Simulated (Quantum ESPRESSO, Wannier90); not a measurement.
## ZrN (rock salt): Wannier90 run

Structure: Materials Project mp-1352, symmetrised, not relaxed again. COD (Crystallography Open Database) has an entry of this formula and space group (matched by these alone). Level: PBEsol, spinors with spin-orbit coupling; pw.x of Quantum ESPRESSO at 68 Ry with PseudoDojo potentials, 8×8×8 k-points, Wannier90. Density: 12×12×12 mesh, cold smearing 0.01 Ry.

On the energy scale of pw.x, whose zero is arbitrary, the Fermi level lies at 17.56 eV.

Input w.win:

```
num_bands = 34
num_wann = 16
exclude_bands = 1-10
spinors = true
num_iter = 0
conv_tol = 1.0e-6
conv_window = 4
dis_num_iter = 1000
dis_conv_tol = 1.0e-6
dis_froz_max = 19.06
write_hr = true
write_u_matrices = true
begin projections
Zr: d
N: p
end projections
begin unit_cell_cart
ang
    0.0000000000    2.2942650000    2.2942650000
    2.2942650000    0.0000000000    2.2942650000
    2.2942650000    2.2942650000    0.0000000000
end unit_cell_cart
begin atoms_frac
Zr   0.5000000000  0.5000000000  0.5000000000
N    0.0000000000  0.0000000000  0.0000000000
end atoms_frac
mp_grid = 8 8 8
begin kpoints
0.0000000000 0.0000000000 0.0000000000
0.0000000000 0.0000000000 0.1250000000
0.0000000000 0.0000000000 0.2500000000
... (509 more lines: the 8x8x8 mesh through Gamma)
end kpoints
```

Input of pw2wannier90.x that gives the overlap and projection files (equivalent; here they were cut from one run over all bands):

```
&inputpp
  outdir = './out'
  prefix = 'pwscf'
  seedname = 'w'
  write_amn = .true.
  write_mmn = .true.
/
```

Output w.wout (banner and timings cut):

```
                                    ------
                                    SYSTEM
                                    ------

                              Lattice Vectors (Ang)
                    a_1     0.000000   2.294265   2.294265
                    a_2     2.294265   0.000000   2.294265
                    a_3     2.294265   2.294265   0.000000

                   Unit Cell Volume:      24.15242  (Ang^3)

                        Reciprocal-Space Vectors (Ang^-1)
                    b_1    -1.369324   1.369324   1.369324
                    b_2     1.369324  -1.369324   1.369324
                    b_3     1.369324   1.369324  -1.369324

 *----------------------------------------------------------------------------*
 |   Site       Fractional Coordinate          Cartesian Coordinate (Ang)     |
 +----------------------------------------------------------------------------+
 | zr   1   0.50000   0.50000   0.50000   |    2.29427   2.29427   2.29427    |
 | n    1   0.00000   0.00000   0.00000   |    0.00000   0.00000   0.00000    |
 *----------------------------------------------------------------------------*
                                ------------
                                K-POINT GRID
                                ------------

             Grid size =  8 x  8 x  8      Total points =  512

 *---------------------------------- MAIN ------------------------------------*
 |  Number of Wannier Functions               :                16             |
 |  Number of Objective Wannier Functions     :                16             |
 |  Number of input Bloch states              :                34             |
 |  Output verbosity (1=low, 5=high)          :                 1             |
 |  Timing Level (1=low, 5=high)              :                 1             |
 |  Optimisation (0=memory, 3=speed)          :                 3             |
 |  Length Unit                               :               Ang             |
 |  Post-processing setup (write *.nnkp)      :                 F             |
 |  Using Gamma-only branch of algorithms     :                 F             |
 *----------------------------------------------------------------------------*
 *------------------------------- WANNIERISE ---------------------------------*
 |  Total number of iterations                :                 0             |
 |  Number of CG steps before reset           :                 5             |
 |  Trial step length for line search         :             2.000             |
 |  Convergence tolerence                     :         0.100E-05             |
 |  Convergence window                        :                 4             |
 |  Iterations between writing output         :                 1             |
 |  Iterations between backing up to disk     :               100             |
 |  Write r^2_nm to file                      :                 F             |
 |  Write xyz WF centres to file              :                 F             |
 |  Write on-site energies <0n|H|0n> to file  :                 F             |
 |  Use guiding centre to control phases      :                 F             |
 |  Use phases for initial projections        :                 F             |
 *----------------------------------------------------------------------------*
 *------------------------------- DISENTANGLE --------------------------------*
 |  Using band disentanglement                :                 T             |
 |  Total number of iterations                :              1000             |
 |  Mixing ratio                              :             0.500             |
 |  Convergence tolerence                     :         1.000E-06             |
 |  Convergence window                        :                 3             |
 *----------------------------------------------------------------------------*
 *-------------------------------- PLOTTING ----------------------------------*
 |  Plotting Hamiltonian in WF basis          :                 T             |
 *----------------------------------------------------------------------------*

 *---------------------------------- K-MESH ----------------------------------*
 +----------------------------------------------------------------------------+
 |                    Distance to Nearest-Neighbour Shells                    |
 |                    ------------------------------------                    |
 |          Shell             Distance (Ang^-1)          Multiplicity         |
 |          -----             -----------------          ------------         |
 |             1                   0.296467                      8            |
 |             2                   0.342331                      6            |
 |             3                   0.484129                     12            |
 |             4                   0.567692                     24            |
 |             5                   0.592935                      8            |
 |             6                   0.684662                      6            |
 |             7                   0.746093                     24            |
 |             8                   0.765476                     24            |
       ... (lines left out)
 +----------------------------------------------------------------------------+
 | The b-vectors are chosen automatically                                     |
 | The following shells are used:                       1                     |
 +----------------------------------------------------------------------------+
 |                        Shell   # Nearest-Neighbours                        |
 |                        -----   --------------------                        |
 |                          1               8                                 |
 +----------------------------------------------------------------------------+
 | Completeness relation is fully satisfied [Eq. (B1), PRB 56, 12847 (1997)]  |
 +----------------------------------------------------------------------------+
 |                  b_k Vectors (Ang^-1) and Weights (Ang^2)                  |
 |                  ----------------------------------------                  |
 |            No.         b_k(x)      b_k(y)      b_k(z)        w_b           |
 |            ---        --------------------------------     --------        |
 |             1         0.171166    0.171166   -0.171166     4.266556        |
 |             2         0.171166   -0.171166    0.171166     4.266556        |
 |             3        -0.171166    0.171166    0.171166     4.266556        |
 |             4         0.171166    0.171166    0.171166     4.266556        |
 |             5        -0.171166   -0.171166    0.171166     4.266556        |
 |             6        -0.171166    0.171166   -0.171166     4.266556        |
 |             7         0.171166   -0.171166   -0.171166     4.266556        |
 |             8        -0.171166   -0.171166   -0.171166     4.266556        |
 +----------------------------------------------------------------------------+
 |                           b_k Directions (Ang^-1)                          |
 |                           -----------------------                          |
 |            No.           x           y           z                         |
 |            ---        --------------------------------                     |
 |             1         0.171166    0.171166   -0.171166                     |
 |             2         0.171166   -0.171166    0.171166                     |
 |             3        -0.171166    0.171166    0.171166                     |
 |             4         0.171166    0.171166    0.171166                     |
 +----------------------------------------------------------------------------+

 Starting a new Wannier90 calculation ...

 Reading overlaps from w.mmn

 Reading projections from w.amn

 *------------------------------- DISENTANGLE --------------------------------*
 +----------------------------------------------------------------------------+
 |                              Energy  Windows                               |
 |                              ---------------                               |
 |                   Outer:    9.91821  to   45.82547  (eV)                   |
 |                   Inner:    9.91821  to   19.06000  (eV)                   |
 +----------------------------------------------------------------------------+
   Number of target bands to extract:   16

                   Unitarised projection of Wannier functions
                   ------------------------------------------
   A_mn = <psi_m|g_n> --> S = A.A^+ --> U = S^-1/2.A
   In dis_project... done
   Using an inner window (linner = T)
   In dis_proj_froz... done

                   Extraction of optimally-connected subspace
                   ------------------------------------------
 +---------------------------------------------------------------------+<-- DIS
 |  Iter     Omega_I(i-1)      Omega_I(i)      Delta (frac.)           |<-- DIS
 +---------------------------------------------------------------------+<-- DIS
       1      21.79547576      20.74823452       5.047E-02    <-- DIS
       2      20.60449558      20.50900360       4.656E-03    <-- DIS
       3      20.46145789      20.36329519       4.821E-03    <-- DIS
       4      20.33561170      20.26397501       3.535E-03    <-- DIS
       5      20.24028714      20.19385755       2.299E-03    <-- DIS
       6      20.17094221      20.14324741       1.375E-03    <-- DIS
       ... (lines left out)
      67      19.98774923      19.98776758      -9.177E-07    <-- DIS
      68      19.98775102      19.98776699      -7.991E-07    <-- DIS
      69      19.98775259      19.98776646      -6.940E-07    <-- DIS

             <<<      Delta < 1.000E-06  over  3 iterations     >>>
             <<< Disentanglement convergence criteria satisfied >>>

        Final Omega_I    19.98776646 (Ang^2)

 +----------------------------------------------------------------------------+

 Writing checkpoint file w.chk... done

 *------------------------------- WANNIERISE ---------------------------------*
 +--------------------------------------------------------------------+<-- CONV
 | Iter  Delta Spread     RMS Gradient      Spread (Ang^2)            |<-- CONV
 +--------------------------------------------------------------------+<-- CONV

 ------------------------------------------------------------------------------
 Initial State
  WF centre and spread    1  (  2.294265,  2.294265,  2.294265 )     1.15964954
  WF centre and spread    2  (  2.294265,  2.294265,  2.294265 )     1.15964953
  WF centre and spread    3  (  2.294265,  2.294265,  2.294265 )     1.60593846
  WF centre and spread    4  (  2.294265,  2.294265,  2.294265 )     1.60593846
  WF centre and spread    5  (  2.294265,  2.294265,  2.294265 )     1.60593847
  WF centre and spread    6  (  2.294265,  2.294265,  2.294265 )     1.60593846
  WF centre and spread    7  (  2.294265,  2.294265,  2.294265 )     1.15964965
  WF centre and spread    8  (  2.294265,  2.294265,  2.294265 )     1.15964971
  WF centre and spread    9  (  2.294265,  2.294265,  2.294265 )     1.60593830
  WF centre and spread   10  (  2.294265,  2.294265,  2.294265 )     1.60593831
  WF centre and spread   11  (  0.000000, -0.000000,  0.000000 )     1.05347827
  WF centre and spread   12  (  0.000000,  0.000000, -0.000000 )     1.05347825
  WF centre and spread   13  (  0.000000, -0.000000, -0.000000 )     1.05347843
  WF centre and spread   14  ( -0.000000, -0.000000,  0.000000 )     1.05347847
  WF centre and spread   15  (  0.000000,  0.000000, -0.000000 )     1.05347845
  WF centre and spread   16  (  0.000000,  0.000000,  0.000000 )     1.05347845
  Sum of centres and spreads ( 22.942650, 22.942650, 22.942650 )    20.59509920

      0     0.206E+02     0.0000000000       20.5950992039  <-- CONV
        O_D=      0.0000577 O_OD=      0.6072751 O_TOT=     20.5950992 <-- SPRD
 ------------------------------------------------------------------------------
 Final State
  WF centre and spread    1  (  2.294265,  2.294265,  2.294265 )     1.15964954
  WF centre and spread    2  (  2.294265,  2.294265,  2.294265 )     1.15964953
  WF centre and spread    3  (  2.294265,  2.294265,  2.294265 )     1.60593846
  WF centre and spread    4  (  2.294265,  2.294265,  2.294265 )     1.60593846
  WF centre and spread    5  (  2.294265,  2.294265,  2.294265 )     1.60593847
  WF centre and spread    6  (  2.294265,  2.294265,  2.294265 )     1.60593846
  WF centre and spread    7  (  2.294265,  2.294265,  2.294265 )     1.15964965
  WF centre and spread    8  (  2.294265,  2.294265,  2.294265 )     1.15964971
  WF centre and spread    9  (  2.294265,  2.294265,  2.294265 )     1.60593830
  WF centre and spread   10  (  2.294265,  2.294265,  2.294265 )     1.60593831
  WF centre and spread   11  (  0.000000, -0.000000,  0.000000 )     1.05347827
  WF centre and spread   12  (  0.000000,  0.000000, -0.000000 )     1.05347825
  WF centre and spread   13  (  0.000000, -0.000000, -0.000000 )     1.05347843
  WF centre and spread   14  ( -0.000000, -0.000000,  0.000000 )     1.05347847
  WF centre and spread   15  (  0.000000,  0.000000, -0.000000 )     1.05347845
  WF centre and spread   16  (  0.000000,  0.000000,  0.000000 )     1.05347845
  Sum of centres and spreads ( 22.942650, 22.942650, 22.942650 )    20.59509920

         Spreads (Ang^2)       Omega I      =    19.987766460
        ================       Omega D      =     0.000057687
                               Omega OD     =     0.607275057
    Final Spread (Ang^2)       Omega Total  =    20.595099204
```
